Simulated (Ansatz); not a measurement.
According to PBEsol in the plane-wave PAW code Ansatz, Te in the diamond structure (Fd-3m) relaxes to a = 7.056 Å. Te has 4 nearest neighbours from 3.06 Å (tetrahedral).

Electronic character: metallic (no gap).

The start of the workflow was typed in or built on a structure type; neither database checked (COD, Materials Project) lists it. It is not the phase usual at ambient conditions (space group No. 152). Symmetry was held in the PBEsol relaxation; its stability against distortions is not shown here. Scalar-relativistic: spin–orbit coupling is off unless named, which matters more the heavier the elements.

Potentials: the later of the program's two PAW sets.
